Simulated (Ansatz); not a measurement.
Na:
```yaml
crystal:
  lattice:
    - [-2.08567, 2.08567, 2.08567]
    - [2.08567, -2.08567, 2.08567]
    - [2.08567, 2.08567, -2.08567]
  atoms:
    - { symbol: Na, position: [0.00000, 0.00000, 0.00000] }
```

Relaxed with PBEsol (plane waves, PAW; program Ansatz). Indices refer to the conventional cell of Im-3m, a = 4.171 Å, b = 4.171 Å, c = 4.171 Å, α = 90.00°, β = 90.00°, γ = 90.00°.

Question: Simulate the powder diffraction pattern (Ag Kα, λ = 0.560885 Å; lines above 1 %) up to 2θ = 30°.

Answer: Simulated powder pattern, Ag Kα, λ = 0.560885 Å (kinematic, ideal powder, no thermal factors, no anomalous dispersion; the 30 strongest lines at most, above 1 %, up to 2θ = 30°):

| 2θ (°) | d (Å) | I/Imax (%) | hkl |
|---|---|---|---|
| 10.91 | 2.950 | 100 | (110) |
| 15.45 | 2.086 | 19 | (200) |
| 18.96 | 1.703 | 41 | (211) |
| 21.92 | 1.475 | 12 | (220) |
| 24.55 | 1.319 | 16 | (310) |
| 26.94 | 1.204 | 3.8 | (222) |
| 29.14 | 1.115 | 16 | (321) |

The cell was relaxed with PBEsol under the symmetry of its start.

Potentials: the earlier of the program's two PAW sets. The files were generated under PBE; for other functionals the program regenerates the frozen cores, and for LDA and PBEsol the local potential too.
